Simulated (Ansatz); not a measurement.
## Axial (c/a) deformation path in Ge

Computed with DFT r2SCAN, scalar-relativistic, plane waves, PAW (Ansatz). Cutoff 500 eV, Γ-centred 28×28×24 k-points, Gaussian smearing of 0.15 eV. No spin polarisation. Energies are free energies at this smearing, counted from the undisturbed cell; pressure is positive in compression.

The starting cell (relaxed at this level; with this scan's settings it stands at -0.1 GPa; this form isn't the usual structure):

```yaml
crystal:
  lattice:
    - [1.38677, -2.55049, 0.00000]
    - [1.38677, 2.55049, 0.00000]
    - [0.00000, 0.00000, 2.64622]
  atoms:
    - { symbol: Ge, position: [0.50000, 0.50000, 0.00000] }
```

At fixed volume and fractional coordinates, lengths along (0.000, 0.000, 1.000) are scaled against those across it; ρ is that ratio over its starting value. The cell is metallic on the mesh throughout.

| ρ | ΔE (meV/atom) | pressure (GPa) |
| --- | --- | --- |
| 0.800 | 439.2 | 9.7 |
| 0.850 | 219.1 | 4.8 |
| 0.920 | 55.5 | 1.2 |
| 0.960 | 12.6 | 0.2 |
| 1.000 | 0.0 | -0.1 |
| 1.050 | ? | ? |
| 1.100 | 58.1 | 1.3 |
| 1.200 | 199.7 | 4.7 |
| 1.300 | ? | ? |

Question: Give the withheld values.

Answer: ΔE (meV/atom) at ρ = 1.050: 15.5; pressure (GPa) at ρ = 1.050: 0.3; ΔE (meV/atom) at ρ = 1.300: 381.8; pressure (GPa) at ρ = 1.300: 9.7.

Cost: 9 runs of about 8.1 core-minutes in all, on Intel Xeon Processor @ 2.70GHz (shared hosts).